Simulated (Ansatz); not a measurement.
Mg2P2O7:
```xyz
11
Lattice="3.2312 4.1441 0.0000 -3.2312 4.1441 0.0000 -1.0642 0.0000 4.3795" Properties=species:S:1:pos:R:3 pbc="T T T"
Mg    -0.5321     2.5869     2.1897
Mg    -0.5321     5.7013     2.1897
P      1.7110     4.1441     0.4093
P     -2.7752     4.1441     3.9702
O      1.4701     2.8813     1.2249
O     -2.5343     5.4069     3.1545
O     -2.5343     2.8813     3.1545
O      1.4701     5.4069     1.2249
O      0.0000     0.0000     0.0000
O     -0.0690     4.1441     3.4462
O     -0.9952     4.1441     0.9332
```

Relaxed with r²SCAN. Special points in fractions of this cell's reciprocal vectors: Γ (0.000, 0.000, 0.000); Y (0.500, 0.500, 0.000); M (0.500, 0.500, 0.500); A (0.000, 0.000, 0.500); L2 (0.000, 0.500, 0.500); V2 (0.000, 0.500, 0.000).

**Question.** List the band energies nearest the valence-band maximum at these points for DFT-r²SCAN in the program Ansatz with PAW potentials.

**Answer.** In eV from the valence-band maximum; about four levels below and three above (degenerate sets whole), none deeper than 8.9 eV; points with the same levels are listed once.

```
k                     below            above
--  -----------------------  ---------------
Γ   -0.94 -0.49 -0.47 -0.25   6.33 9.79 9.85
Y   -0.89 -0.75 -0.51 -0.40   8.74 9.07 9.50
M   -0.91 -0.34 -0.31 -0.21   9.08 9.22 9.29
A    -0.63 -0.43 -0.30 0.00  8.44 9.07 10.28
L2  -1.03 -0.53 -0.42 -0.21   9.23 9.40 9.87
V2  -1.02 -0.68 -0.47 -0.41   8.40 8.94 9.07
```

Space group C2/m. The first step of the workflow began from a Materials Project structure, measured or hypothetical; the Crystallography Open Database files this formula in space group No. 12, but the cells were not matched. Whether it is the stable phase at ambient conditions was not checked. The r²SCAN relaxation kept the symmetry of its start; whether a distortion lowers the energy is not shown.

Potentials: the later of the program's two PAW sets.
